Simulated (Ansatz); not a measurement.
Data:

C:
```yaml
crystal:
  lattice:
    - [4.43593, 0.00000, 0.00000]
    - [-2.21796, 3.84162, 0.00000]
    - [0.00000, 0.00000, 2.52203]
  atoms:
    - { symbol: C, position: [0.44789, 0.89578, 0.25000] }
    - { symbol: C, position: [0.10422, 0.55211, 0.25000] }
    - { symbol: C, position: [0.44789, 0.55211, 0.25000] }
    - { symbol: C, position: [0.55211, 0.10422, 0.75000] }
    - { symbol: C, position: [0.89578, 0.44789, 0.75000] }
    - { symbol: C, position: [0.55211, 0.44789, 0.75000] }
```

This is the r²SCAN-relaxed structure. Cartesian axes are those of the cell as given.

**Question.** All from DFT-r²SCAN in the program Ansatz with PAW potentials, unless another level is named. Give the Debye temperature from the elastic constants.

**Answer.** 1760 K.

**Question.** And the elastic constants (relaxed ions, GPa)?

**Answer.** C11 = 605, C12 = 218, C13 = 83.6, C33 = 1080, C44 = 381.

Space group P6_3/mmc. The start of the workflow was typed in or built on a structure type. Its sites differ from those of the usual phase in this space group: another stacking or structure type. Symmetry was held in the r²SCAN relaxation; its stability against distortions is not shown here.

Potentials: the later of the program's two PAW sets.
